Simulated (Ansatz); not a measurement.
GaSe:
```yaml
crystal:
  lattice:
    - [1.85732, 1.07232, 7.81687]
    - [-1.85732, 1.07232, 7.81687]
    - [0.00000, -2.14465, 7.81687]
  atoms:
    - { symbol: Ga, position: [0.05144, 0.05144, 0.05144] }
    - { symbol: Ga, position: [0.94893, 0.94893, 0.94893] }
    - { symbol: Se, position: [0.76755, 0.76755, 0.76755] }
    - { symbol: Se, position: [0.56606, 0.56606, 0.56606] }
```

Cartesian axes are those of the cell as given.

Q: Give the high-frequency dielectric tensor and the Born effective charge tensors of the independent atoms from DFPT, plane-wave PAW LDA (Ansatz code).

A: 
ε∞:
```
8.68  0.00  0.00
0.00  8.68  0.00
0.00  0.00  7.56
```
Z* of atom 1 (Ga), rows: field, columns: displacement, in e:
```
2.18  0.00  0.00
0.00  2.18  0.00
0.00  0.00  0.95
```
Z* of atom 2 (Ga), rows: field, columns: displacement, in e:
```
2.16  0.00  0.00
0.00  2.16  0.00
0.00  0.00  0.93
```
Z* of atom 3 (Se), rows: field, columns: displacement, in e:
```
-2.16   0.00   0.00
 0.00  -2.16   0.00
 0.00   0.00  -0.91
```
Z* of atom 4 (Se), rows: field, columns: displacement, in e:
```
-2.18   0.00   0.00
 0.00  -2.18   0.00
 0.00   0.00  -0.98
```

Static charges for comparison (Bader): Ga1 +0.62, Ga2 +0.62, Se3 -0.62, Se4 -0.62 e. Born charges measure polarisation by displacement and can exceed these by far.

Space group R3m. The first step of the workflow began from a Materials Project structure, measured or hypothetical; the Crystallography Open Database copy checked does not list it. It is not the phase usual at ambient conditions (space group No. 194). The LDA relaxation kept the symmetry of its start; its stability against distortions is not shown here. A crystal of weakly bound layers computed without a dispersion correction: the cell and the soft elastic constants depend strongly on that. Scalar-relativistic: spin–orbit coupling is off unless named, which matters more the heavier the elements.

Potentials: the later of the program's two PAW sets.
